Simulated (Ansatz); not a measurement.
CsPbCl3 (cubic perovskite, Pm-3m) under volume change, plane-wave PAW PBEsol (Ansatz code), scaled uniformly.

| V (Å³/atom) | E − E(relaxed) (meV/atom) | P (GPa) |
|---|---|---|
| 32.229 | 26.7 | 2.93 |
| 33.291 | 11.1 | 1.78 |
| 34.354 | 2.6 | 0.82 |
| 35.416 | 0.0 | 0.00 |
| 36.479 | 2.3 | -0.69 |
| 37.541 | 8.9 | -1.27 |
| 38.604 | 18.9 | -1.75 |

**Question.** What does a third-order Birch–Murnaghan fit give for V₀, B₀ and B′?

**Answer.** V₀ = 35.42 Å³/atom, B₀ = 24.9 GPa, B′ = 4.7.

This is a known high-temperature phase of the composition, computed here at zero pressure and temperature. Symmetry was held in the PBEsol relaxation; of distortions, only those at the zone centre were tested, and some modes there are weakly imaginary. Spin–orbit coupling is left out wherever it is not named.

Potentials: the later of the program's two PAW sets.
